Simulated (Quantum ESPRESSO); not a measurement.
```
CELL_PARAMETERS angstrom
      3.58250     0.00000     0.00000
     -1.79125     3.10253     0.00000
      0.00000     0.00000     4.66018
ATOMIC_POSITIONS crystal
  S  0.66667 0.33333 0.74135
  S  0.33333 0.66667 0.25865
  Pt 0.00000 0.00000 0.00000
```

Cell and atoms were relaxed with PBE+D3(BJ) from Materials Project entry mp-762, within its symmetry.

Problem. What does PBEsol (Quantum ESPRESSO, PseudoDojo norm-conserving, 84 Ry, without SOC) give for the electronic structure near the Fermi level?

Solution. At this level the gap is closed or nearly so: along the path the highest valence and lowest conduction bands touch, or overlap by less than 0.6 eV, a zero-gap or semimetallic result; the valence top lies at Γ, the conduction bottom at 58 % of the way from H to A, 0.08 eV lower. Semilocal functionals close the gaps of some narrow-gap semiconductors, so this alone doesn't show that the compound has none. Spin-orbit coupling is left out, which matters for elements this heavy: edges can move by tenths of an eV.
